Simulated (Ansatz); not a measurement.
TiPd:
Space group Pmma (No. 51); a = 4.5262 Å, b = 2.7584 Å, c = 4.8359 Å, α = β = γ = 90.00°

```csv
atom,site,symmetry,x,y,z
Ti,2e,mm2,0.2500,0.0000,0.7013
Pd,2f,mm2,0.2500,0.5000,0.1865
```

Relaxed at zero pressure with PBEsol (plane waves, PAW; program Ansatz).

**Question.** The volume is raised by 3 % and shape and atoms relax at that volume. What pressure results, and how do the axes share the change?

**Answer.** -4.7 GPa; a 0.9 %, b 1.0 %, c 1.1 %; the energy rises by 7 meV/atom.

**Question.** Give the new structure.

**Answer.** 
Space group Pmma (No. 51); a = 4.5653 Å, b = 2.7873 Å, c = 4.8873 Å, α = β = γ = 90.00°

```
atom  site  symmetry       x       y       z
----  ----  --------  ------  ------  ------
Ti      2e       mm2  0.2500  0.0000  0.7036
Pd      2f       mm2  0.2500  0.5000  0.1867
```

The phase is kept; no other phase was compared at this pressure.

The workflow started from a Materials Project entry (that database holds measured and hypothetical structures alike); the Crystallography Open Database copy checked does not list it. COD files the formula under space group No. 221, so this cell is another polymorph or a model. With Ti and Pd taken as one species the cell has the higher symmetry Cmcm, so it may be an ordered model of a mixed-site phase. Its standing as an ambient phase is unchecked. Symmetry was held in the PBEsol relaxation. At this level the phase is mechanically unstable. No spin polarisation was allowed. Axis ratios of metals converge slowly with the k-mesh, so a and c are less sure than the volume.

Potentials: the later of the program's two PAW sets.
